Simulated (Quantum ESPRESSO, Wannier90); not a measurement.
## GaN (zinc blende): Wannier90 run

Structure: Materials Project mp-830, symmetrised, not relaxed again. Not found in the COD (Crystallography Open Database) copy used, which has the formula in other groups; not checked further. Computed values, not measurements, from PBE: Quantum ESPRESSO (norm-conserving PseudoDojo potentials, cutoff 68 Ry, no spin polarisation, no spin-orbit coupling) on a Γ-centred 12×12×12 mesh, then Wannier90. Density: 12×12×12 mesh, cold smearing 0.01 Ry.

```
begin unit_cell_cart
ang
    0.0000000000    2.2535000000    2.2535000000
    2.2535000000    0.0000000000    2.2535000000
    2.2535000000    2.2535000000    0.0000000000
end unit_cell_cart
mp_grid = 12 12 12
```

Neighbour vectors b of the finite-difference formula (Å⁻¹), by shell:

```csv
shell,b_x,b_y,b_z
1,0.11618,0.11618,-0.11618
1,0.11618,-0.11618,0.11618
1,-0.11618,0.11618,0.11618
1,0.11618,0.11618,0.11618
1,-0.11618,-0.11618,0.11618
1,-0.11618,0.11618,-0.11618
1,0.11618,-0.11618,-0.11618
1,-0.11618,-0.11618,-0.11618
```

Task: Find the weights w_b from the completeness condition Σ_b w_b b_α b_β = δ_αβ.

Result: Shell 1: Σ b_x² = 0.108, Σ b_y² = 0.108, Σ b_z² = 0.108 Å⁻²
Each of the three diagonal sums, weighted, has to give 1 and the off-diagonal ones 0, which holds for w_1 = 9.26 Å². Check on xx: 9.26×0.108 = 1.00.

On this mesh the 5 functions of bands 2-6 (bands 2-6; start: atomic waves Ga 3d, conv_tol = 1.0e-6) end with spreads 0.3446, 1.2378, 1.2378, 0.3446, 1.2378 Å², Ω_I = 4.0324 Å² and Ω_D = 0.0626 Å².

Ω_total is the sum of the spreads, 4.403 Å². Ω_OD = Ω_total − Ω_I − Ω_D = 0.308 Å². Only (Ω_D + Ω_OD)/Ω_total = 8.4 % depends on the gauge, and another start could lower the total by that share at most. The rms radius is √(Ω_total/5) = 0.94 Å.
